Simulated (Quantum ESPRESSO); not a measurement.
Inputs of pw.x and gipaw.x (a modified build of Quantum ESPRESSO, PBE) for SrO; the starting potential comes from an earlier run on another mesh:

```
&CONTROL
  calculation = 'scf'
  prefix = 'x'
  pseudo_dir = './pseudo'
  outdir = './out'
  tprnfor = .true.
/
&SYSTEM
  ibrav = 0
  nat = 2
  ntyp = 2
  ecutwfc = 45
  ecutrho = 180
  occupations = 'fixed'
  nbnd = 8
/
&ELECTRONS
  conv_thr = 1e-11
  startingpot = 'file'
/
ATOMIC_SPECIES
Sr 87.620 Sr.GGA_PBE-JTH.UPF
O 15.999 O.GGA_PBE-JTH.UPF
CELL_PARAMETERS angstrom
    0.000000000000     2.583785000000     2.583785000000
    2.583785000000     0.000000000000     2.583785000000
    2.583785000000     2.583785000000     0.000000000000
ATOMIC_POSITIONS crystal
Sr     0.500000000000     0.500000000000     0.500000000000
O      0.000000000000     0.000000000000     0.000000000000
K_POINTS automatic
6 6 6 1 1 1
```

```
&INPUTGIPAW
  job = 'nmr'
  prefix = 'x'
  tmp_dir = './out/'
  restart_mode = 'from_scratch'
  pawproj(1) = .true.
  pawproj(2) = .true.
  use_nmr_macroscopic_shape = .false.
/
```

Geometry: a computed entry of the Materials Project; it was not checked against measured cells. It is SrO in Fm-3m. Stability against distortions was not tested.

**Question.** Give the final section of the GIPAW output.

**Answer.** 
```
     Total NMR chemical shifts in ppm: ---------------------------------------
     (adopting the Simpson convention for anisotropy and asymmetry)-----------

     Atom  1  Sr  pos: (  0.707107  0.707107  0.707107)  Total sigma:        2623.16
          2623.1577          0.0000          0.0000
             0.0000       2623.1577          0.0000
             0.0000          0.0000       2623.1577

     Sr      1    anisotropy:      0.00    eta:    0.0000
     Sr      1    sigma_11=   2623.16
     Sr      1    sigma_22=   2623.16
     Sr      1    sigma_33=   2623.16

     Atom  2  O   pos: (  0.000000  0.000000  0.000000)  Total sigma:        -216.23
          -216.2253          0.0000         -0.0000
             0.0000       -216.2253          0.0000
             0.0000          0.0000       -216.2253

     O       2    anisotropy:      0.00    eta:    0.0000
     O       2    sigma_11=   -216.23
     O       2    sigma_22=   -216.23
     O       2    sigma_33=   -216.23
```
The printed anisotropy is 3/2 (σ_33 − σ_iso) in the program's own order; the axes are left out here. All sites are cubic, so the anisotropy vanishes by symmetry. Shieldings are absolute and leave out the bulk-susceptibility term; a larger σ means a smaller chemical shift. By our sweeps, such settings leave a few ppm in absolute σ on light atoms and up to some 20 ppm from Zn on. No spin–orbit coupling; Sr is the heaviest element present. The structure is static (0 K, no zero-point motion).
